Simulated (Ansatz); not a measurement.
Molecular dynamics on a 2×2×2 supercell (16 atoms) of SnO (zincblende), relaxed with r2SCAN. Forces come from r2SCAN in the PAW code Ansatz: a Nosé-Hoover thermostat at fixed volume, 200 K, steps of 1 fs. Classical nuclei, no spin polarisation; a few dozen steps show the first response, not equilibrium. The structure comes from a prototype and may be hypothetical.

```yaml
crystal:
  lattice:
    - [0.0, 5.4164294352, 5.4164294352]
    - [5.4164294352, 0.0, 5.4164294352]
    - [5.4164294352, 5.4164294352, 0.0]
  atoms:
    - { symbol: Sn, position: [0.0, 0.0, 0.0] }
    - { symbol: O, position: [0.125, 0.125, 0.125] }
    - { symbol: Sn, position: [0.0, 0.0, 0.5] }
    - { symbol: O, position: [0.125, 0.125, 0.625] }
    - { symbol: Sn, position: [0.0, 0.5, 0.0] }
    - { symbol: O, position: [0.125, 0.625, 0.125] }
    - { symbol: Sn, position: [0.0, 0.5, 0.5] }
    - { symbol: O, position: [0.125, 0.625, 0.625] }
    - { symbol: Sn, position: [0.5, 0.0, 0.0] }
    - { symbol: O, position: [0.625, 0.125, 0.125] }
    - { symbol: Sn, position: [0.5, 0.0, 0.5] }
    - { symbol: O, position: [0.625, 0.125, 0.625] }
    - { symbol: Sn, position: [0.5, 0.5, 0.0] }
    - { symbol: O, position: [0.625, 0.625, 0.125] }
    - { symbol: Sn, position: [0.5, 0.5, 0.5] }
    - { symbol: O, position: [0.625, 0.625, 0.625] }
kpoints:
  mp_grid: { grid: [2, 2, 2] }
hamiltonian:
  xc: r2scan
scf:
  occupations: { method: fermi_dirac, width: 0.02 }
md:
  ensemble: nvt_nose_hoover
  temperature: 200
  timestep: 1.0
  n_steps: 20
  initial_velocities: maxwell_boltzmann
  seed: 2793
```

Command: `ansatz run input.yaml --threads 4 --pin off --max-ram 3686MiB --backend cpu --events-out ev --progress --plain --runs-dir out`.

**Question.** It ran on 4 threads of Arm Neoverse V1 (shared host). About how long did it take, and what peak of host memory did it reach?

**Answer.** About 3.4 min, with a peak of 2 GiB.

**Question.** How do temperature and energy develop?

**Answer.** The temperature goes from 200 K to 227 K in 20 fs. The free energy ends below that of the starting lattice, which is therefore no minimum: the cell is distorting and heats up. By the last step the atoms have moved 0.09 Å in the root mean square, the drift of the whole cell taken out, 0.15 Å at most.
```
step  t (fs)  T (K)  free energy F from step 0 (meV/atom)  kinetic energy (meV/atom)  largest force (eV/Å)
   0       0    200                                   0.0                       24.2                  0.00
   1       1    200                                   0.0                       24.2                  0.03
   2       2    200                                   0.0                       24.3                  0.07
   3       3    200                                  -0.1                       24.3                  0.10
   4       4    201                                  -0.1                       24.3                  0.13
   5       5    201                                  -0.1                       24.4                  0.16
   6       6    202                                  -0.2                       24.5                  0.18
   7       7    203                                  -0.3                       24.5                  0.21
   8       8    203                                  -0.4                       24.6                  0.23
   9       9    204                                  -0.5                       24.8                  0.24
  10      10    205                                  -0.7                       24.9                  0.26
  11      11    207                                  -0.8                       25.1                  0.28
  12      12    208                                  -1.0                       25.2                  0.30
  13      13    210                                  -1.2                       25.4                  0.32
  14      14    212                                  -1.4                       25.7                  0.33
  15      15    214                                  -1.7                       25.9                  0.34
  16      16    216                                  -2.0                       26.2                  0.36
  17      17    219                                  -2.3                       26.5                  0.37
  18      18    221                                  -2.6                       26.8                  0.39
  19      19    224                                  -3.0                       27.2                  0.41
  20      20    227                                  -3.3                       27.6                  0.43
```

Positions (Å) and forces (eV/Å) at step 20:
```
Sn   0.010  -0.012   0.008    -0.092  -0.163  -0.139
O    1.236   1.399   1.298    -0.081   0.092   0.011
Sn   2.711   2.693   0.026    -0.029   0.223  -0.248
O    3.976   4.135   1.287    -0.185   0.085  -0.051
Sn   2.693   0.009   2.700     0.102  -0.219   0.053
O    4.169   1.291   4.104     0.195  -0.137   0.302
Sn   5.400   2.679   2.705     0.097   0.191   0.050
O    6.712   4.082   4.063    -0.070  -0.090   0.161
Sn   0.044   2.668   2.705    -0.298   0.312  -0.014
O    1.387   3.998   4.018    -0.075  -0.262   0.227
Sn   2.687   5.441   2.713     0.132  -0.014  -0.064
O    4.133   6.797   4.008     0.351  -0.124   0.196
Sn   2.701   2.723   5.404     0.259   0.055  -0.200
O    4.067   4.009   6.659    -0.225  -0.071  -0.007
Sn   5.414   5.452   5.453    -0.026  -0.140  -0.251
O    6.870   6.878   6.696    -0.056   0.262  -0.025
```
